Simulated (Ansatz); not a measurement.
Start of a relaxation of Al4GeRu:

```xyz
6
Lattice="0.0000 3.7466 3.7466 3.7466 0.0000 3.7466 3.7466 3.7466 0.0000" Properties=species:S:1:pos:R:3 pbc="T T T"
Al    2.8073    4.6859    4.6859
Al    2.8073    2.8073    2.8073
Al    4.6859    2.8073    4.6859
Al    4.6859    4.6859    2.8073
Ge    0.0000    0.0000    0.0000
Ru    5.6200    5.6200    5.6200
```

Theory: Ansatz 0.2.0, DFT PBE, scalar-relativistic, plane waves, PAW. Cutoff 420 eV, Gaussian smearing, Γ-centred meshes. Cell and atoms relax first on a coarse mesh and then on a finer one. In between, the cell is made exact in the group found at 0.06 Å. In metals the finer mesh still leaves noise of several meV/atom or more. The steps can't lower the symmetry of their start. No spin polarisation in the relaxation; trial moments died out in a coarse test.

A guess keeps its type if space group and coordination stay and the shape of the cell changes little (axis ratios within about 15 %, angles within 6°); the volume may change.

Q: Does it keep its structure type, or change into something else?

A: It keeps its type. The symmetry stays F-43m (No. 216). The volume per atom shrinks by 8.8 %, from 17.5 to 16.0 Å³. The shortest distance goes from 2.64 Å (Al–Al) to 2.56 Å (Al–Al). Counting neighbours within 15 % of an atom's shortest distance, the start has Al 6, Ge 16, Ru 16 and the end Al 6, Ge 16, Ru 16.

The last run used a 10×10×10 mesh for its 6-atom cell and Gaussian smearing of 0.10 eV. A structure relaxed within its symmetry needn't be a true minimum. Another cell of Al4GeRu relaxed alike, in P1, lies 0.38 eV/atom lower, so this cell isn't the stable form at this level.
